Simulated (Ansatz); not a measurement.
GaAs:
```
GaAs
1.0
    3.98828     0.00000     0.00000
   -1.99414     3.45396     0.00000
    0.00000     0.00000     6.57284
Ga As
2 2
Direct
  0.33333   0.66667   0.00002
  0.66667   0.33333   0.50002
  0.33333   0.66667   0.37398
  0.66667   0.33333   0.87398
```

Tensor components refer to the Cartesian frame of this cell.

Q: Give the proper piezoelectric stress tensor with relaxed ions from plane-wave PAW PBEsol (Ansatz code).

A: In C/m², rows x, y, z, Voigt columns; mesh uncertainty up to 0.01.
```
 0.00   0.00   0.00   0.00   0.09   0.00
 0.00   0.00   0.00   0.09   0.00   0.00
 0.07   0.07  -0.31   0.00   0.00   0.00
```

The elastic tensor of the same run (GPa):

```json
[
 {"": "1", "1": "132", "2": "44.8", "3": "29.0", "4": "0.0", "5": "0.0", "6": "0.0"},
 {"": "2", "1": "44.8", "2": "132", "3": "29.0", "4": "0.0", "5": "0.0", "6": "0.0"},
 {"": "3", "1": "29.0", "2": "29.0", "3": "154", "4": "0.0", "5": "0.0", "6": "0.0"},
 {"": "4", "1": "0.0", "2": "0.0", "3": "0.0", "4": "34.5", "5": "0.0", "6": "0.0"},
 {"": "5", "1": "0.0", "2": "0.0", "3": "0.0", "4": "0.0", "5": "34.5", "6": "0.0"},
 {"": "6", "1": "0.0", "2": "0.0", "3": "0.0", "4": "0.0", "5": "0.0", "6": "43.6"}
]
```

Q: Convert to strain constants d = e·S.

A: In pC/N:
```
 0.0   0.0   0.0   0.0   2.7   0.0
 0.0   0.0   0.0   2.7   0.0   0.0
 0.8   0.8  -2.3   0.0   0.0   0.0
```

Space group P6_3mc (wurtzite). The workflow started from a Materials Project entry (that database holds measured and hypothetical structures alike); the Crystallography Open Database copy checked does not list it. It is not the phase usual at ambient conditions (space group No. 216). The PBEsol relaxation kept the symmetry of its start; whether a distortion lowers the energy is not shown.

Potentials: the later of the program's two PAW sets.
